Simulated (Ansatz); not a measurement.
Relaxed BN (zinc blende):

```
BN
1.0
    0.00000     3.62409     3.62409
    1.81205     0.00000     1.81205
    1.81205     1.81205     0.00000
N B
2 2
Direct
  0.37500   0.75000   0.75000
  0.87500   0.75000   0.75000
  0.00000   0.00000   0.00000
  0.50000   0.00000   0.00000
```

A phonon eigenvector at L = (0.5, 0.0, 0.0) is frozen into this cell: atom i moves by Q times the vector below, so Q is the largest atomic displacement, in Å. The cell is held. It is one choice among 2 degenerate patterns. (q is in reciprocal vectors of the primitive cell; the cell shown is doubled to hold the pattern.)

| atom | x | y | z |
|---|---|---|---|
| N1 | 0.215 | -0.392 | 0.607 |
| N2 | -0.215 | 0.392 | -0.607 |
| B3 | 0.285 | -0.520 | 0.805 |
| B4 | -0.285 | 0.520 | -0.805 |

These are PBE (plane waves to 420 eV, PAW, scalar-relativistic; Ansatz, an electronic-structure program) values and carry that method's errors. k mesh 8×16×16 (Γ-centred), Fermi-Dirac smearing 0.05 eV. Energies are smeared free energies. BN was relaxed with its symmetry unable to fall. The PAW data are Ansatz's earlier set. ΔE is measured from the undisplaced structure.

```
Q (Å)    ΔE (meV/cell)
-------  -------------
-0.1000            642
-0.0833            446
-0.0667            285
-0.0500            160
-0.0333       withheld
-0.0167             18
0.0000               0
0.0167              18
0.0333        withheld
0.0500             160
0.0667             285
0.0833             446
0.1000             642
```

Q: Fit an even polynomial form (powers 2, 4) to the given rows and predict ΔE at Q = 0.0333.

A: Least squares on the 11 given rows: ΔE = (64080)·Q² + (14300)·Q⁴, in meV/cell with Q in Å; root-mean-square residual 0.4 meV/cell. At 0.0333 the fit gives 71 meV/cell; the calculation gives 71 meV/cell, the same to the digits shown. The quadratic term alone would give 71 meV/cell.

(For displaced atoms, the force is minus the slope of the energy, and its curvature is a force constant, which sets phonon frequencies.)
